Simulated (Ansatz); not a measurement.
CdSe (zinc blende): values from a third-order Birch-Murnaghan fit to a volume scan beside measured ones. Computed values: PBEsol (plane waves to 420 eV, PAW, scalar-relativistic; Ansatz, an electronic-structure program). CdSe was relaxed with its symmetry unable to fall. The PAW data are Ansatz's earlier set.

```csv
quantity,reference,kind,PBEsol,difference
Lattice constant a (Å),6.077,"measured, room temperature or unstated",6.082,+0.1 %
```

References as given in: arXiv:1206.3780. Values not taken to low temperature hold thermal and zero-point shifts that a static calculation lacks, so small differences there are no errors of the method.

(Under strain, the slope of the energy per volume gives the stress and its curvature an elastic modulus.)
